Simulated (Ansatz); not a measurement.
GaSb (NiAs type, space group No. 194), a = 3.871 Å, b = 3.871 Å, c = 7.148 Å, α = 90.00°, β = 90.00°, γ = 120.00°.

Relaxed with PBEsol.

Problem. Decompose the optical modes at the zone centre into irreducible representations, and say which are infrared and Raman allowed.

Solution. Point group 6/mmm: Γ_opt = A2u + B1g + B2u + E1u + E2g + E2u. Infrared: A2u, E1u. Raman: E2g.

Problem. Assign frequencies (DFPT, DFT-PBEsol in the program Ansatz with PAW potentials).

Solution. E2g 80, E2u 97, B1g 104, E1u 126, A2u 126, B2u 132 cm⁻¹.

Subscripts of B labels follow the axes of the standard setting.

Space group P6_3/mmc (NiAs type). The start of the workflow was typed in or built on a structure type; neither database checked (COD, Materials Project) lists it. It is not the phase usual at ambient conditions (space group No. 216). The cell was relaxed with PBEsol under the symmetry of its start; whether a distortion lowers the energy is not shown. As this level gives no gap, phonon frequencies hold no LO–TO term and depend on the k-mesh and smearing (Fermi–Dirac, 0.1 eV here). Spin–orbit coupling is left out wherever it is not named.

Potentials: the earlier of the program's two PAW sets. The files were generated under PBE; for other functionals the program regenerates the frozen cores, and for LDA and PBEsol the local potential too.
